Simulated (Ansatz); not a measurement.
CaSe:
```xyz
2
Lattice="0.0000 2.9789 2.9789 2.9789 0.0000 2.9789 2.9789 2.9789 0.0000" Properties=species:S:1:pos:R:3 pbc="T T T"
Ca     0.0000     0.0000     0.0000
Se     2.9789     2.9789     2.9789
```

x, y and z are the axes in which the lattice vectors are written.

Task: Give the high-frequency dielectric tensor and the Born effective charge tensors of the independent atoms from DFPT, the program Ansatz at the PBE level (PAW).

Result: 
ε∞:
```
5.62  0.00  0.00
0.00  5.62  0.00
0.00  0.00  5.62
```
Z* of atom 1 (Ca), rows: field, columns: displacement, in e:
```
2.38  0.00  0.00
0.00  2.38  0.00
0.00  0.00  2.38
```
Z* of atom 2 (Se), rows: field, columns: displacement, in e:
```
-2.38   0.00   0.00
 0.00  -2.38   0.00
 0.00   0.00  -2.38
```

Static charges for comparison (Bader): Ca1 +1.45, Se2 -1.45 e. Born charges measure polarisation by displacement and can exceed these by far.

Space group Fm-3m (rock salt). Symmetry was held in the PBE relaxation; phonons on a q-mesh show no instability. Spin–orbit coupling is left out wherever it is not named.

Potentials: the later of the program's two PAW sets.
